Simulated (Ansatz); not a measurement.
YbSi$_{2}$ in space group I4_1/amd (No. 141; Yb on 4b, Si on 8e), DFT-r²SCAN in the program Ansatz with PAW potentials, all energies at zero smearing, with the estimated change up to a 700 eV cutoff added, with one set of potentials and settings (totals compare only within such a set). Cell of 6 atoms (2 Yb, 4 Si): -30171.283 eV.

```
element             reference phase  E (eV/atom)
-------  --------------------------  -----------
Yb       Fm-3m, 1 atoms in the cell  -13805.8374
Si       Fd-3m, 2 atoms in the cell    -639.0667
```

Formation energy per atom, worked out: (-30171.283 − 2×(-13805.8374) − 4×(-639.0667))/6 = -0.557 eV/atom (-54 kJ per mol of atoms), at 0 K, without zero-point energy or fitted corrections.

The first step of the workflow began from a Materials Project structure, measured or hypothetical; the Crystallography Open Database copy checked does not list it. COD files the formula under space group No. 191. Whether it is the stable phase at ambient conditions was not checked. The cell was relaxed with r²SCAN under the symmetry of its start; its stability against distortions is not shown here. The run is not spin-polarised. The 4f shell is in the valence. No Hubbard U is applied. The references are the lowest solids computed at this level, not always the standard phases. Scalar-relativistic: spin–orbit coupling is off unless named, which matters more the heavier the elements.

Potentials: the later of the program's two PAW sets.
